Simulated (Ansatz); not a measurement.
Relaxed-ion elastic tensor of TiBr2 (CdI2 type, space group No. 164) in GPa (Voigt order), the program Ansatz at the LDA level (PAW); density 5.34 g/cm³, 21.54 Å³ per atom.

```
94.7  22.7  14.0  -2.5   0.0   0.0
22.7  94.7  14.0   2.5   0.0   0.0
14.0  14.0  31.0   0.0   0.0   0.0
-2.5   2.5   0.0   4.7   0.0   0.0
 0.0   0.0   0.0   0.0   4.7  -2.5
 0.0   0.0   0.0   0.0  -2.5  36.0
```

Is the crystal mechanically stable?

Yes: the smallest eigenvalue of C is 4.5 GPa.

Work out the Voigt, Reuss and Hill averages.

K_V = 35.8, K_R = 26.3, K_H = 31.1; G_V = 20.4, G_R = 8.8, G_H = 14.6 GPa.

Give Young's modulus, Poisson's ratio, Pugh's ratio and the universal anisotropy index.

E = 9KG/(3K + G) = 37.9 GPa; ν = 0.30; K/G = 2.13 (ductile by the Pugh limit of 1.75); A_U = 5G_V/G_R + K_V/K_R − 6 = 6.91.

Estimate the sound speeds and the Debye temperature.

v_l = √((K + 4G/3)/ρ) = 3080 m/s, v_t = √(G/ρ) = 1650 m/s, mean 1850 m/s; Θ = (h/k)(3n/4πV)^(1/3) v_m = 198 K.

How much does each axis shrink under pressure?

Linear compressibilities β_i = Σ_j S_ij (j = 1 to 3): x 5.2, y 5.2, z 28 per TPa.

Space group P-3m1 (CdI2 type). The workflow started from an entry of the Crystallography Open Database (COD). Whether it is the stable phase at ambient conditions was not checked. The LDA relaxation kept the symmetry of its start; of distortions, only those at the zone centre were tested. The run is not spin-polarised. The volume lies over 15 % below that of the usual cell of this phase: another minimum, or an error of the functional. A crystal of weakly bound layers computed without a dispersion correction: the cell and the soft elastic constants depend strongly on that. As this level gives no gap, shear constants depend on the k-mesh and smearing (Fermi–Dirac, 0.1 eV here).

Potentials: the later of the program's two PAW sets.
